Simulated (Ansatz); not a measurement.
NaBrF₄ in space group I4/mcm (No. 140; Na on 4a, Br on 4d, F on 16l) under volume change, r²SCAN in the plane-wave PAW code Ansatz, shape and atoms relaxed at each volume.

```
V (Å³/atom)  E − E(relaxed) (meV/atom)  P (GPa)
-----------  -------------------------  -------
12.886                            15.2     4.28
13.311                             6.2     2.53
13.735                             1.4     1.15
14.160                             0.0     0.00
14.585                             1.2    -0.88
15.010                             4.6    -1.62
15.435                             9.7    -2.19
```

### Question
What does a third-order Birch–Murnaghan fit give for V₀, B₀ and B′?

### Answer
V₀ = 14.17 Å³/atom, B₀ = 33.6 GPa, B′ = 6.3.

The first step of the workflow began from a Materials Project structure, measured or hypothetical; the Crystallography Open Database copy checked does not list it. Whether it is the stable phase at ambient conditions was not checked. The cell was relaxed with r²SCAN under the symmetry of its start; its stability against distortions is not shown here.

Potentials: the later of the program's two PAW sets.
